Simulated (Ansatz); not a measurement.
Here is the system:

Starting cell, Zr (hcp, Mg type):

```xyz
2
Lattice="3.2452 0.0000 0.0000 -1.6226 2.8104 0.0000 0.0000 0.0000 5.1541" Properties=species:S:1:pos:R:3 pbc="T T T"
Zr     0.0000     1.8736     3.8656
Zr     1.6226     0.9368     1.2885
```

In each cell atom 2 (Zr, nearest neighbour Zr at 3.186 Å; its periodic images, 3.2 Å or more away, move with it) moves by s·(0.000, 0.000, 1.000) (along Cartesian z), the rest being held.

Calculation: r2SCAN (plane waves to 500 eV, PAW, scalar-relativistic; Ansatz, a quantum-chemistry and plane-wave program). k mesh 13×13×7 (Γ-centred), Fermi-Dirac smearing 0.05 eV. Energies are smeared free energies. Left out: 4 of 11 points, with atoms too close for the PAW data. With partly filled bands, energies and forces of such displacements shift with the k mesh and the smearing. Zr is run without spin polarisation. Zr was relaxed with its symmetry unable to fall. The zero of ΔE is the undisplaced structure.

The scan covers s from -0.576 to 0.576 Å in 7 points.

**Question.** Is the energy the same for equal positive and negative displacements?

**Answer.** Even: the same for both signs. With its periodic images moving along, the atom's site symmetry in this cell is -6m2.

**Question.** What force acts on the atom along the line at s = -0.576 Å?

**Answer.** 4.50 eV/Å.

**Question.** What is the energy change at s = 0.576 Å?

**Answer.** 1073 meV/cell.

(A displaced cell: forces are minus the slopes of the energy, force constants its curvatures, and phonons follow from these.)
